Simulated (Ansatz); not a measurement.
W2N:
```yaml
crystal:
  lattice:
    - [2.98449, 0.00000, 0.00000]
    - [0.00000, 2.98449, 0.00000]
    - [0.00000, 0.00000, 4.18716]
  atoms:
    - { symbol: W, position: [0.00000, 0.00000, 0.00000] }
    - { symbol: W, position: [0.50000, 0.50000, 0.50000] }
    - { symbol: N, position: [0.50000, 0.50000, 0.00000] }
```

Relaxed with PBE. Special points in fractions of this cell's reciprocal vectors: Γ (0.000, 0.000, 0.000); X (0.000, 0.500, 0.000); M (0.500, 0.500, 0.000); Z (0.000, 0.000, 0.500); R (0.000, 0.500, 0.500); A (0.500, 0.500, 0.500).

Q: List the band energies nearest the Fermi level at these points for PBE (plane waves, PAW; program Ansatz).

A: In eV from the Fermi level; about four levels below and three above (degenerate sets whole), none deeper than 8.9 eV; points with the same levels are listed once.

```csv
k,below,above
Γ,-1.93 -1.93 -1.67 -0.05,0.47 3.01 3.74 3.74
X,-6.77 -3.63 -3.12 -3.11,0.18 0.62 0.62
M,-5.35 -5.35 -5.31 -4.62,2.09 2.85 3.04
Z,-3.08 -1.36 -0.10 -0.10,0.29 2.22 2.22
R,-4.01 -2.81 -1.57 -0.54,1.54 2.24 2.26
A,-7.03 -7.03 -3.69 -3.35 -3.35,0.26 0.51 0.51
```

Space group P4/mmm. The cell is a constructed one: a structure type filled with these elements; neither database checked (COD, Materials Project) lists it. Its standing as an ambient phase is unchecked. The cell was relaxed with PBE under the symmetry of its start; whether a distortion lowers the energy is not shown. No spin polarisation was allowed. With an odd number of electrons in the cell and no spin polarisation, the count alone makes it a metal. Scalar-relativistic: spin–orbit coupling is off unless named, which matters more the heavier the elements.

Potentials: the earlier of the program's two PAW sets.
